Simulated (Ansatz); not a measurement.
Values for one crystal, relaxed and computed with plane-wave PAW r²SCAN (Ansatz code); other levels are named.

| Property | Value |
|---|---|
| Volume per atom | 16.01 Å³ |
| Electronic character | metallic (no gap) |
| Bulk modulus (Birch–Murnaghan fit) | 884 kbar |
| Debye temperature from the elastic constants | 434 K |
| Hill bulk and shear moduli | 88.5 and 29.8 GPa |
| Poisson's ratio | 0.35 |
| Zone-centre stability | no imaginary mode at Γ |

Q: Pick the material that matches.
A) Ga, P2_1/m (Ga on 2e)
B) Na, hcp (Mg type)
C) Al, hcp (Mg type)
D) Fe, hcp (Mg type)

A: C, Al, hcp (Mg type)

Space group P6_3/mmc (hcp (Mg type)). The workflow started from a Materials Project entry (that database holds measured and hypothetical structures alike); the Crystallography Open Database copy checked does not list it. It is not the phase usual at ambient conditions (space group No. 225). The cell was relaxed with r²SCAN under the symmetry of its start. As this level gives no gap, shear constants depend on the k-mesh and smearing (Fermi–Dirac, 0.1 eV here). On the denser mesh and wider smearing of the elastic run this cell carries a stress of 0.7 GPa.

Potentials: the later of the program's two PAW sets.
